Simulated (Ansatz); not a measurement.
Corundum Al2O3, relaxed with r2SCAN in the plane-wave code Ansatz. The symmetry is R-3c (No. 167, trigonal); conventional cell a = 4.759 Å, c = 12.995 Å, 8.49 Å³ an atom. Around Al lie 6 O at 1.86–1.97 Å; around O lie 4 Al at 1.86–1.97 Å.

The axes x, y and z are those of this cell:
```
CELL_PARAMETERS angstrom
2.37936 1.37372 4.33159
-2.37936 1.37372 4.33159
0.00000 -2.74745 4.33159
ATOMIC_POSITIONS crystal
Al 0.85191 0.85191 0.85191
Al 0.35191 0.35191 0.35191
Al 0.14809 0.14809 0.14809
Al 0.64809 0.64809 0.64809
O 0.44363 0.05637 0.75000
O 0.05637 0.75000 0.44363
O 0.55637 0.94363 0.25000
O 0.25000 0.55637 0.94363
O 0.94363 0.25000 0.55637
O 0.75000 0.44363 0.05637
```

Unstrained: With PBE the gap is 6.241 eV and direct, at Γ. r2SCAN gives a direct gap of 7.139 eV at Γ. HSE06 gives a direct gap of 8.106 eV at Γ. Meshes: PBE 6×6×6, r2SCAN 6×6×6, HSE06 4×4×4. Strains are changes of length per length. After each strain the atoms were relaxed again with r2SCAN within the symmetry that the strain leaves, so tilts or polar shifts that break it weren't tested; points keep the names that they have in the unstrained zone. No spin polarisation and no zero-point or thermal motion.

(1) For epitaxial +1.0 % in the xy plane, how far does the free direction move, and what happens to the gap?

(2) For epitaxial -1.0 % in the xy plane, how far does the free direction move, and what happens to the gap?

(3) For epitaxial -2.0 % in the xy plane, how far does the free direction move, and what happens to the gap?

(4) For epitaxial +2.0 % in the xy plane, how far does the free direction move, and what happens to the gap?

(5) Apply epitaxial -3.0 % in the xy plane, free normal strain +1.47 %. How far does the gap move, against the unstrained cell?

(6) Estimate what epitaxial +3.0 % in the xy plane, free normal strain -1.37 % does to the gap.

(7) Order the strained cells by their HSE06 gap, smallest first.
A. epitaxial -3.0 % in the xy plane
B. epitaxial +3.0 % in the xy plane
C. epitaxial +1.0 % in the xy plane
D. epitaxial -2.0 % in the xy plane
E. epitaxial -1.0 % in the xy plane
F. epitaxial +2.0 % in the xy plane

Results:

(1) The normal strain at zero normal stress is -0.46 %, 0.46 of the in-plane strain with the sign turned. PBE: the gap goes from 6.241 to 5.933 eV (-0.308 eV). r2SCAN: the gap goes from 7.139 to 6.820 eV (-0.319 eV). HSE06: the gap goes from 8.106 to 7.779 eV (-0.327 eV).

(2) The normal strain at zero normal stress is +0.48 %, 0.48 of the in-plane strain with the sign turned. PBE: the gap goes from 6.241 to 6.444 eV (+0.203 eV); least and direct gap lie within 0.04 eV, so its kind isn't settled. r2SCAN: the gap goes from 7.139 to 7.366 eV (+0.227 eV); least and direct gap lie within 0.04 eV, so its kind isn't settled. HSE06: the gap goes from 8.106 to 8.345 eV (+0.239 eV); least and direct gap lie within 0.04 eV, so its kind isn't settled.

(3) The normal strain at zero normal stress is +0.97 %, 0.49 of the in-plane strain with the sign turned. PBE: the gap goes from 6.241 to 6.612 eV (+0.371 eV); least and direct gap lie within 0.04 eV, so its kind isn't settled. r2SCAN: the gap goes from 7.139 to 7.543 eV (+0.404 eV); least and direct gap lie within 0.04 eV, so its kind isn't settled. HSE06: the gap goes from 8.106 to 8.529 eV (+0.423 eV).

(4) The normal strain at zero normal stress is -0.92 %, 0.46 of the in-plane strain with the sign turned. PBE: the gap goes from 6.241 to 5.628 eV (-0.613 eV). r2SCAN: the gap goes from 7.139 to 6.503 eV (-0.636 eV). HSE06: the gap goes from 8.106 to 7.455 eV (-0.651 eV).

(5) PBE: the gap goes from 6.241 to 6.763 eV (+0.522 eV). r2SCAN: the gap goes from 7.139 to 7.703 eV (+0.564 eV). HSE06: the gap goes from 8.106 to 8.696 eV (+0.590 eV). The r2SCAN energy rises by 30.7 meV an atom.

(6) PBE: the gap goes from 6.241 to 5.326 eV (-0.915 eV). r2SCAN: the gap goes from 7.139 to 6.189 eV (-0.950 eV). HSE06: the gap goes from 8.106 to 7.134 eV (-0.972 eV). The r2SCAN energy rises by 27.3 meV an atom.

(7) B (7.13 eV), F (7.46 eV), C (7.78 eV), E (8.34 eV), D (8.53 eV), A (8.70 eV).

The meshes of the hybrids are coarse, so their gaps aren't converged to the digits shown.
